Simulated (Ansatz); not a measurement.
Input:

P:
```xyz
1
Lattice="2.4217 0.0000 0.0000 0.0000 2.4217 0.0000 0.0000 0.0000 2.4217" Properties=species:S:1:pos:R:3 pbc="T T T"
P      0.0000     0.0000     0.0000
```

This is the r²SCAN+D4-relaxed structure.

Q: All from r²SCAN+D4 in the plane-wave PAW code Ansatz, unless another level is named. Predict the vibrational entropy at 300 K.

A: 22.7 J/(K·mol of atoms).

Q: Predict the zero-point energy.

A: 46.1 meV/atom.

Q: What about the Poisson's ratio?

A: 0.18.

Space group Pm-3m (simple cubic). This is a known high-pressure phase of the composition, computed here at zero pressure and temperature. Symmetry was held in the r²SCAN+D4 relaxation; phonons on a q-mesh show no instability. The volume moved by -29 % from the start of the relaxation.

Potentials: the later of the program's two PAW sets.
